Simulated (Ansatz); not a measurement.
Relaxed-ion elastic tensor of AlCu (CsCl type, Pm-3m) in GPa (Voigt order), plane-wave PAW LDA (Ansatz code); density 6.02 g/cm³, 12.49 Å³ per atom.

```
 122   147   147   0.0   0.0   0.0
 147   122   147   0.0   0.0   0.0
 147   147   122   0.0   0.0   0.0
 0.0   0.0   0.0  50.3   0.0   0.0
 0.0   0.0   0.0   0.0  50.3   0.0
 0.0   0.0   0.0   0.0   0.0  50.3
```

Task: Is the crystal mechanically stable?

Result: No: the smallest eigenvalue of C is -25.2 GPa.

The first step of the workflow began from a Materials Project structure, measured or hypothetical; the Crystallography Open Database copy checked does not list it. COD files the formula under space group No. 12. Whether it is the stable phase at ambient conditions was not checked. The cell was relaxed with LDA under the symmetry of its start. At this level the phase is mechanically unstable. The run is not spin-polarised. As this level gives no gap, shear constants depend on the k-mesh and smearing (Fermi–Dirac, 0.1 eV here).

Potentials: the later of the program's two PAW sets.
